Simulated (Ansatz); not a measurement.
**Lattice vibrations of Ti2Te2Mo at Γ**

Theory: Ansatz 0.2.0, DFT PBE, scalar-relativistic, plane waves, PAW. Plane waves to 420 eV; Γ-centred k mesh 12×12×12; Gaussian smearing of 0.10 eV. No spin polarisation. Phonons by linear response, acoustic sum rule imposed.

Equilibrium structure at this level:
```
CELL_PARAMETERS angstrom
-1.73048 1.73048 9.36081
1.73048 -1.73048 9.36081
1.73048 1.73048 -9.36081
ATOMIC_POSITIONS crystal
Ti 0.42339 0.42339 0.00000
Ti 0.57661 0.57661 0.00000
Te 0.84622 0.84622 0.00000
Te 0.15378 0.15378 0.00000
Mo 0.00000 0.00000 0.00000
```

The cell was found from a proposed guess, not taken from experiment. In a metal, frequencies depend on the k mesh and the smearing, soft modes most. Spin–orbit coupling is left out, which matters for heavy elements. No dispersion correction is applied, so modes and constants that involve weak contacts between layers, chains or molecules come out too soft.

Problem. Is this structure stable against zone-centre distortions?

Solution. Yes, at Γ: no optical mode is imaginary. Strains and other wave vectors aren't tested by this run.

Problem. List the optical modes at Γ (i marks imaginary ones).

Solution.
```csv
frequency (THz),degeneracy
0.97,2
3.41,2
3.77,1
4.55,2
5.77,1
5.92,2
7.57,1
8.19,1
```
